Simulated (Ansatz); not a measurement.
Elastic constants of CuPd (Pm-3m) under pressure

```yaml
crystal:
  lattice:
    - [2.96173, 0.00000, 0.00000]
    - [0.00000, 2.96173, 0.00000]
    - [0.00000, 0.00000, 2.96173]
  atoms:
    - { symbol: Cu, position: [0.00000, 0.00000, 0.00000] }
    - { symbol: Pd, position: [0.50000, 0.50000, 0.50000] }
```

This is the zero-pressure cell. At each pressure cell and atoms are relaxed in this structure, and the constants are slopes of the stress at strains of ±0.005 with relaxed ions (the coefficients that govern stability under load). Level: PBEsol, PAW on Ansatz 0.2.0's default frozen-core files (fitted under PBE), scalar-relativistic; k mesh 16×16×16, strains of ±0.005, Fermi-Dirac smearing of 0.100 eV, cutoff 420 eV. P is the pressure of the relaxed cell, less that of this one.

```csv
P (GPa),V/V₀,C11 (GPa),C12 (GPa),C44 (GPa)
0.00,1.0000,205.6,174.7,109.8
0.93,0.9950,210.9,179.2,111.9
1.94,0.9899,216.4,184.1,114.2
3.97,0.9798,228.0,194.0,118.7
6.96,?,?,?,?
9.99,0.9534,261.0,222.5,131.8
15.00,0.9343,287.8,245.4,142.4
```

Task: Does the bulk modulus from the constants agree with the pressure-volume curve?

Result: A third-order Birch-Murnaghan fit to the volumes shown (F against f, f = [(V₀/V)^(2/3) − 1]/2) gives B₀ = 185.0 GPa and B′ = 5.2. Its −V dP/dV stands beside (C11 + 2C12)/3:

| P (GPa) | from P(V) | from the constants |
| --- | --- | --- |
| 0.00 | 185.0 | 185.0 |
| 0.93 | 189.8 | 189.8 |
| 1.94 | 195.0 | 194.9 |
| 3.97 | 205.3 | 205.4 |
| 9.99 | 235.2 | 235.3 |
| 15.00 | 259.5 | 259.6 |

Task: What are the pressure derivatives at zero pressure?

Result: Slopes at V₀ of quadratic fits in −ln(V/V₀) through the first four rows shown, divided by B₀: dC11/dP = 5.6, dC12/dP = 4.9, dC44/dP = 2.3. The mean slopes up to 1.9 GPa are 5.6, 4.9, 2.3; curvature and scatter of the constants part the two. The combination (dC11/dP + 2 dC12/dP)/3 = 5.2 stands against B′.

Task: Fill the row at 6.96 GPa.

Result: Cubic fits in −ln(V/V₀) through all rows shown give C11 = 244.5, C12 = 208.3, C44 = 125.3 GPa. Computed: V/V₀ = 0.9662, C11 (GPa) = 244.4, C12 (GPa) = 208.2, C44 (GPa) = 125.2.

Task: Does a shear stiffness soften?

Result: C44 goes from 109.8 to 142.4 GPa; (C11 − C12)/2 goes from 15.5 to 21.2 GPa. Neither ends more than 3 % under its start, and the lattice stays mechanically stable over this range.

Known limits: no other phase was computed; many crystals of this kind change structure within this range, and rows or crossings beyond such a change describe a metastable lattice; frozen-core PAW files fitted under PBE, their cores solved anew for the functional of the run; responses of metals move with mesh and smearing; the softest shear constant rests on one k mesh, and a soft shear can herald a distortion on cooling; phonons weren't checked at these pressures.
